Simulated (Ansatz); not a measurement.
The start is a generated cell, K built in the bcc structure type. Cell shape, volume and atoms are optimised at zero target pressure with r2SCAN (plane waves to 500 eV, PAW, scalar-relativistic; Ansatz, a first-principles code). The first steps use a coarse 9×9×9 k-mesh.

Starting cell:
```yaml
crystal:
  lattice:
    - [-2.61500, 2.61500, 2.61500]
    - [2.61500, -2.61500, 2.61500]
    - [2.61500, 2.61500, -2.61500]
  atoms:
    - { symbol: K, position: [0.00000, 0.00000, 0.00000] }
```

```json
{
  "outcome": "The space group stays Im-3m (No. 229) (the run could not lower it); the end is bcc (W type), with 1 atom in the primitive cell",
  "energy_released": "under 0.01 eV/atom",
  "volume_change": "+6.7 %, from 71.53 to 76.32 Å³/atom",
  "optimiser_moves": "3"
}
```

Final values are on a 12×12×12 k-mesh of the relaxed cell. No spin polarisation in the result.

The run could not lose the symmetry of its start.
